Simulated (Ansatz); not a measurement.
NbAg:
```xyz
2
Lattice="0.0000 2.7134 2.7134 2.7134 0.0000 2.7134 2.7134 2.7134 0.0000" Properties=species:S:1:pos:R:3 pbc="T T T"
Ag     0.0000     0.0000     0.0000
Nb     2.7134     2.7134     2.7134
```

Relaxed with r²SCAN. Special points in fractions of this cell's reciprocal vectors: Γ (0.000, 0.000, 0.000); X (0.500, 0.000, 0.500); U (0.625, 0.250, 0.625); K (0.375, 0.375, 0.750); L (0.500, 0.500, 0.500); W (0.500, 0.250, 0.750).

Problem. List the band energies nearest the Fermi level at these points for plane-wave PAW r²SCAN (Ansatz code).

Solution. In eV from the Fermi level; about four levels below and three above (degenerate sets whole), none deeper than 8.9 eV; points with the same levels are listed once.

```tsv
k	below	above
Γ	-6.41 -6.41 -5.93 -5.93 -5.93	1.12 1.12 1.12
X	-4.96 -4.96 -3.88 -0.66	0.45 1.92 1.92
U	-5.06 -3.36 -0.74 -0.51	0.54 1.65 2.64
L	-3.37 -1.76 -0.97 -0.97	1.37 1.37 3.02
W	-3.08 -0.51 -0.45 -0.45	1.91 3.40 3.40
```

Space group Fm-3m (rock salt). The start of the workflow was typed in or built on a structure type; neither database checked (COD, Materials Project) lists it. Whether it is the stable phase at ambient conditions was not checked. The cell was relaxed with r²SCAN under the symmetry of its start. At this level the phase is mechanically unstable. The run is not spin-polarised. Its formation energy is positive at this level, so the cell may be metastable or incomplete. Scalar-relativistic: spin–orbit coupling is off unless named, which matters more the heavier the elements.

Potentials: the later of the program's two PAW sets.
